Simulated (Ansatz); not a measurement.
## Does relaxation matter for the field gradients of Bi2S3?

Start: a structure deposited in the COD (listed for 5.9 GPa).

Space group Pnma (No. 62); a = 10.7580, b = 3.8833, c = 10.6500 Å.

```csv
site,Wyckoff,site symmetry,x,y,z
Bi1,4c,.m.,0.9996,0.2500,0.6744
Bi5,4c,.m.,0.3292,0.2500,0.4668
S9,4c,.m.,0.0523,0.2500,0.1297
S13,4c,.m.,0.3754,0.2500,0.0599
S17,4c,.m.,0.2207,0.2500,0.7983
```

One atom of each set is listed.

Method: Kohn–Sham DFT in Ansatz, PBE, plane waves and PAW, scalar-relativistic, 420 eV cutoff, Γ-centred 3×7×3 k-points, Fermi–Dirac smearing 0.02 eV.

The largest force at the start is 0.33 eV/Å. Relaxing the ions at fixed cell moves them by 0.078 Å at most (atom 5, Bi) and 0.046 Å rms.

```tsv
site	moved (Å)	first shell before	first shell after	V_zz before (10²¹ V/m²)	η before
Bi1	0.057	7 S at 2.66–3.01 Å	7 S at 2.70–2.94 Å	-1.29	0.59
Bi5	0.078	7 S at 2.61–3.10 Å	7 S at 2.67–3.04 Å	-15.19	0.07
S9	0.016	5 Bi at 2.61–2.90 Å	5 Bi at 2.67–2.89 Å	-2.90	0.78
S13	0.017	5 Bi at 2.66–3.10 Å	5 Bi at 2.70–3.04 Å	-6.49	0.04
S17	0.023	4 Bi at 2.70–3.01 Å	4 Bi at 2.73–2.94 Å	1.35	0.75
```

**Question.** How do the gradients change?

**Answer.** 

```
site  V_zz after  η after  change of V_zz
 Bi1       -2.17     0.01               –
 Bi5      -10.45     0.18           +4.74
  S9       -1.97     0.36           +0.93
 S13       -5.96     0.14           +0.53
 S17        0.96     0.22           -0.39
```

The largest change of V_zz along a kept axis is on Bi5, from -15.19 to -10.45. In per cent, |V_zz| changes by -31 on Bi, -32 to -8 on S (all sites that start above 0.5, bar those whose gradient vanishes or changes sign or whose main axis turns by over 40°). Where |V_zz| stays above 0.1 and the axes keep their order, η moves most on S17, from 0.75 to 0.22. On Bi1 the largest principal value lies along another axis in the second run, so the two V_zz can't be compared directly.

Spin–orbit coupling is left out, which shifts gradients on Bi by a few per cent in wide-gap crystals, and can shift them far more where the calculated gap is small or absent, as here.
Before: At this cell the PBE pressure is 9 GPa, so with PBE the cell would grow if it were relaxed.
After: At this cell the PBE pressure is 8 GPa, so with PBE the cell would grow if it were relaxed.
